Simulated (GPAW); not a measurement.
# Moving the starting magnetic order in CsLiCr2Te2S3

```
Cs Li Cr Te S
1.0
     3.60358    0.00000    0.00000
    -1.80179    3.12079    0.00000
     0.00000    0.00000   19.06651
Cs Li Cr Te S
1 1 2 2 3
Direct
  0.00000 0.00000 0.37399
  0.66667 0.33333 0.01607
  0.00000 0.00000 0.86637
  0.33333 0.66667 0.16833
  0.33333 0.66667 0.53891
  0.66667 0.33333 0.77276
  0.00000 0.00000 0.10030
  0.33333 0.66667 0.92920
  0.66667 0.33333 0.23408
```

The cell comes from a database or a generator and needn't be the stable form of this composition.

Kept alike: task single point; functional PBE; k mesh 6 × 6 × 1; occupations fermi-dirac, width 0.05 eV. Program: GPAW, GPAW PAW data sets (gpaw-data 1.2.1), cutoff 800 eV. The mesh is that of the run's cell of 9 atoms. No spin-orbit coupling.

```csv
starting magnetic order,largest site moment (μB),moment of the cell (μB),free energy over the lowest row (meV/atom)
afm,2.80,0.28,0.21
fm,2.80,5.68,0.00
fm larger moments,2.80,5.68,0.00
nm,0.00,0.00,254.60
```

For a metal such a mesh leaves the last digits unconverged. Moments of the cell are magnitudes, and a label names the start alone. The runs hold the magnetic state that their start led to, which needn't be the lowest. The row without spin has no moments by construction. Site moments count inside each atom's sphere or projector.

The largest site moment runs from 0.00 (nm) to 2.80 μB (afm; fm; fm larger moments). The moment of the cell runs from 0.00 (nm) to 5.68 μB (fm; fm larger moments). The free energy is lowest at fm; fm larger moments, and 254.60 meV an atom higher at nm. Starts that end at one energy have found one state: fm; fm larger moments.
